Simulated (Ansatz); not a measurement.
ZnSe:
```xyz
2
Lattice="0.0000 2.8665 2.8665 2.8665 0.0000 2.8665 2.8665 2.8665 0.0000" Properties=species:S:1:pos:R:3 pbc="T T T"
Se     4.2998     4.2998     4.2998
Zn     0.0000     0.0000     0.0000
```

Relaxed with PBE. Special points in fractions of this cell's reciprocal vectors: Γ (0.000, 0.000, 0.000); X (0.500, 0.000, 0.500); U (0.625, 0.250, 0.625); K (0.375, 0.375, 0.750); L (0.500, 0.500, 0.500); W (0.500, 0.250, 0.750).

Q: List the band energies nearest the valence-band maximum at these points for PBE (plane waves, PAW; program Ansatz).

A: In eV from the valence-band maximum; about four levels below and three above (degenerate sets whole), none deeper than 8.9 eV; … stands for higher levels left out; points with the same levels are listed once.

| k | below | above |
|---|---|---|
| Γ | -6.08 -6.08 0.00 0.00 0.00 | 1.15 … |
| X | -5.91 -4.60 -2.06 -2.06 | 3.07 3.46 10.48 |
| U | -5.84 -4.55 -2.92 -1.69 | 3.61 5.52 8.94 |
| L | -5.93 -5.01 -0.82 -0.82 | 2.48 6.39 6.39 |
| W | -5.81 -4.52 -2.62 -2.50 | 5.39 5.48 6.89 |

Space group F-43m (zinc blende). The cell was relaxed with PBE under the symmetry of its start. Scalar-relativistic: spin–orbit coupling is off unless named, which matters more the heavier the elements.

Potentials: the later of the program's two PAW sets.
